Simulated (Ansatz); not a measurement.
LaGa3Pd2 in space group P6/mmm (No. 191; Ga on 3g, La on 1a, Pd on 2c) under volume change, the program Ansatz at the r²SCAN level (PAW), shape and atoms relaxed at each volume.

```tsv
V (Å³/atom)	E − E(relaxed) (meV/atom)	P (GPa)
16.681	62.1	13.20
17.231	26.0	8.02
17.780	6.1	3.67
18.330	0.0	0.00
18.880	5.4	-3.09
19.430	20.6	-5.68
19.980	43.9	-7.84
```

Problem. What does a third-order Birch–Murnaghan fit give for V₀, B₀ and B′?

Solution. V₀ = 18.33 Å³/atom, B₀ = 112 GPa, B′ = 4.8.

The workflow started from an entry of the Crystallography Open Database (COD). Its standing as an ambient phase is unchecked. The cell was relaxed with r²SCAN under the symmetry of its start; its stability against distortions is not shown here. The run is not spin-polarised. Spin–orbit coupling is left out wherever it is not named.

Potentials: the later of the program's two PAW sets.
